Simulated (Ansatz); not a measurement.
Polymorphs of HgSe, each relaxed with HSE06 in the plane-wave PAW code Ansatz:

A: C2/c
a = 7.7008 Å, b = 4.7292 Å, c = 7.4263 Å, α = γ = 90.00°, β = 112.15°

```csv
atom,site,symmetry,x,y,z
Hg,4a,-1,0.0000,0.0000,0.0000
Se,4e,2,0.0000,0.6547,0.2500
```

B: zinc blende (F-43m)
a = 6.179 Å, b = 6.179 Å, c = 6.179 Å, α = 90.00°, β = 90.00°, γ = 90.00°

```
atom  site  symmetry       x       y       z
----  ----  --------  ------  ------  ------
Se      4d      -43m  0.7500  0.7500  0.7500
Hg      4a      -43m  0.0000  0.0000  0.0000
```

Question: Order them by energy per atom at 0 K (lowest first) at the level HSE06.

Answer: B (+0 meV/atom), A (+57 meV/atom)

Question: Give each one's gap.

Answer: A 2.17 eV; B no gap.

Constructed cells (a structure type filled with these elements, in neither database checked): A. All cells were relaxed under the symmetry of their starts (and spin orders); stability against distortions was not tested throughout. Scalar-relativistic: spin–orbit coupling is off unless named, which matters more the heavier the elements.

Potentials: the later of the program's two PAW sets.
